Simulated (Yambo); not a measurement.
# Convergence of the G0W0 gap of MoSe₂

G0W0@PBEsol for MoSe2 (space group P6_3/mmc, No. 194) in Yambo. Reference settings: 3×3×1 Γ-centred k mesh, bands 45 to 420 and a 7 Ry block in the screening, 420 bands in G with the Bruneval-Gonze terminator, plasmon pole fitted at 27.2 eV. The PBEsol gap Γ → K on this mesh is 1.12 eV; G0W0 gaps are taken between the same points.

```tsv
change from the reference	G0W0 gap Γ → K (eV)	shift of the valence edge (eV)	rough Yambo cost
reference settings	1.74	-0.12	1
190 bands in W, 190 bands in G	1.76	0.17	within a factor of two
288 bands in G	1.74	-0.09	–
190 bands in G	1.74	-0.03	–
288 bands in W, 288 bands in G	1.75	-0.02	within a factor of two
222 bands in W	1.75	0.03	within a factor of two
3 Ry block	1.71	0.13	within a factor of two
1 Ry block	1.80	0.77	within a factor of two
6 Ry block	1.73	-0.10	within a factor of two
pole fitted at 55 eV	1.75	-0.21	–
no random integration	1.74	0.00	–
190 bands in G, no terminator	1.86	0.65	–
no terminator	1.78	0.07	–
288 bands in G, no terminator	1.81	0.28	–
```

The reference isn't shown to be the converged limit. Costs are rough (shared machines), scaled to the same edge states, and given only for runs that recompute the screening. The mesh misses a band edge: along a dense path the PBEsol gap is 0.68 eV against 1.12 eV on the mesh.

The standard potential for Se keeps a d shell in the valence without the s and p states of that shell. In tests on such compounds this moved G0W0 gaps by up to about 0.9 eV, so absolute quasiparticle energies here are unreliable; differences between settings are what counts.

Spin-orbit coupling is included.

Geometry relaxed with PBE+D3(BJ); primitive cell a = 3.278 Å, b = 3.278 Å, c = 12.724 Å, α = 90.00°, β = 90.00°, γ = 120.00°.

A shift is the quasiparticle energy of the state minus its PBEsol energy.
